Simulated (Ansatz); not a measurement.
## How far is PAW off for NbCd₃?

```xyz
4
Lattice="4.2150 0.0000 0.0000 0.0000 4.2150 0.0000 0.0000 0.0000 4.2572" Properties=species:S:1:pos:R:3 pbc="T T T"
Nb    0.0000    0.0000    0.0000
Cd    0.0000    2.1075    2.1286
Cd    2.1075    0.0000    2.1286
Cd    2.1075    2.1075    0.0000
```

Atom numbers follow the list: Nb1, Cd2, Cd3, Cd4.

The geometry is COD entry 2310296, unchecked; take it as a test cell. The listed cell was then made from it by scaling, straining or moving an atom.

Spin polarisation is left out, and whether a magnetic state lies lower isn't shown here.

Methods: DFT, LDA, PAW with Ansatz's default frozen-core files, scalar-relativistic (Ansatz 0.2.0); DFT, LDA, all-electron PAW with datasets made for the crystal, scalar-relativistic (Ansatz 0.2.0); DFT, LDA, all-electron LAPW, scalar-relativistic (Ansatz 0.2.0).

For PAW: a Γ-centred 9×9×9 k mesh, Fermi–Dirac smearing of 0.08 eV, cutoff 420 eV, no spin polarisation; the PAW files were made with PBE, and the program remakes their frozen cores for this functional. The crystal-made all-electron datasets (AE datasets) take a cutoff of 260 eV at this cell. LAPW targets a basis error of 0.5 meV/atom. The Ansatz runs share mesh, smearing and spin set-up. Plane-wave (PAW) pressures include the program's estimate of the Pulay term.

Stress and pressure are positive in compression.

No spin–orbit coupling: at heavy atoms the gradients can be off by tens of per cent for that reason.

In a metal, gradients converge slowly with the k mesh: the values move by tens of per cent from one mesh to another, at times in sign, so only the comparison on one mesh counts.

```
                                               quantity    PAW  AE datasets   LAPW
                                         pressure (GPa)  -3.60        -3.59  -3.59
                                        stress xx (GPa)  -3.36        -3.35  -3.35
                                        stress zz (GPa)  -4.09        -4.08  -4.08
largest principal field gradient Vzz at Cd2 (10²¹ V/m²)  11.27        11.61      –
largest principal field gradient Vzz at Cd4 (10²¹ V/m²)  11.22        11.57      –
```
